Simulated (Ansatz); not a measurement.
A relaxed cell of BaTiO3 (R3m (No. 160)), relaxed on a k-mesh at least as fine as the one used below. The numbers are results of r2SCAN (plane waves to 500 eV, PAW, scalar-relativistic; Ansatz, an electronic-structure program), not measurements. Γ-centred k-mesh 3×6×6 on the run's cell (coarser than for final values), Fermi–Dirac smearing 0.05 eV.

```yaml
crystal:
  lattice:
    - [5.68032, 3.27954, 4.66291]
    - [-2.84016, 1.63977, 2.33145]
    - [0.00000, -3.27954, 2.33145]
  atoms:
    - { symbol: O, position: [0.38744, 0.26537, 0.77488] }
    - { symbol: O, position: [0.88744, 0.26537, 0.77488] }
    - { symbol: O, position: [0.38744, 0.77488, 0.26537] }
    - { symbol: O, position: [0.88744, 0.77488, 0.26537] }
    - { symbol: O, position: [0.13268, 0.77488, 0.77488] }
    - { symbol: O, position: [0.63268, 0.77488, 0.77488] }
    - { symbol: Ti, position: [0.40066, 0.80132, 0.80132] }
    - { symbol: Ti, position: [0.90066, 0.80132, 0.80132] }
    - { symbol: Ba, position: [0.14395, 0.28790, 0.28790] }
    - { symbol: Ba, position: [0.64395, 0.28790, 0.28790] }
```

Every atom was then displaced, and the forces became (eV/Å):

| atom | Fx | Fy | Fz |
|---|---|---|---|
| O1 | 1.00 | -0.60 | 0.00 |
| O2 | 0.79 | 0.24 | -0.33 |
| O3 | -0.25 | 0.77 | 0.19 |
| O4 | -0.64 | 0.31 | 0.42 |
| O5 | -2.11 | -1.75 | -0.85 |
| O6 | 0.20 | 1.06 | 0.53 |
| Ti7 | 0.58 | 0.38 | 0.02 |
| Ti8 | -0.11 | -0.51 | -0.28 |
| Ba9 | 1.03 | 0.53 | 0.20 |
| Ba10 | -0.50 | -0.42 | 0.10 |

Which atom was moved farthest relative to the others, and in which direction?

O5, by (0.10, 0.14, 0.03) Å (0.17 Å, mean shift removed); the next is O3 with 0.13 Å. Its force makes an angle of 164° with its move.

All displacements (Å):

```csv
atom,ux,uy,uz
O1,-0.097,0.007,-0.003
O2,-0.091,0.010,0.091
O3,0.022,-0.119,0.044
O4,0.096,0.023,0.015
O5,0.096,0.141,0.039
O6,0.011,-0.114,0.044
Ti7,-0.090,0.067,-0.052
Ti8,0.075,-0.010,-0.031
Ba9,-0.080,-0.025,0.012
Ba10,0.010,0.040,-0.068
```

Estimate the energy cost of the displacement in the harmonic approximation and compare with the calculation.

For a harmonic well ΔE = −½ Σ F·u = 0.531 eV a cell, or 53 meV/atom. The calculated energy relative to the undisplaced cell is +56 meV/atom, so the harmonic estimate holds well.

No spin polarisation in the result.

The run that gave the undisplaced cell could not lose the symmetry of its start.

The first start was generated by placing the elements on the sites of a structure type. A measured structure of BaTiO3 has the same space group, R3m (No. 160); the sites were not compared with it. Another known form has space group No. 99.
